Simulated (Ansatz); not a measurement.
BiB in space group P4_2/mmc (No. 131; B on 2c, Bi on 2e) at seven volumes, plane-wave PAW PBE (Ansatz code), shape and atoms relaxed at each. One row is withheld.

| V (Å³/atom) | P (GPa) |
|---|---|
| 20.397 | 6.46 |
| 21.069 | 3.97 |
| 21.742 | 1.78 |
| 22.414 | 0.00 |
| 23.086 | ? |
| 23.759 | -2.66 |
| 24.431 | -3.70 |

Task: Fit the shown pressures and predict the withheld one.

Result: P = (3/2)B₀(x^(7/2) − x^(5/2))[1 + (3/4)(B′ − 4)(x − 1)] with x = (V₀/V)^(2/3). Least squares on the six rows gives V₀ = 22.424 Å³/atom, B₀ = 53.7 GPa, B′ = 5.11. At V = 23.086, x = 0.9808 and P = -1.45 GPa. The run itself gave -1.47 GPa.

The cell is a constructed one: a structure type filled with these elements; neither database checked (COD, Materials Project) lists it. Its standing as an ambient phase is unchecked. The cell was relaxed with PBE under the symmetry of its start; its stability against distortions is not shown here. Spin–orbit coupling is left out wherever it is not named.

Potentials: the later of the program's two PAW sets.
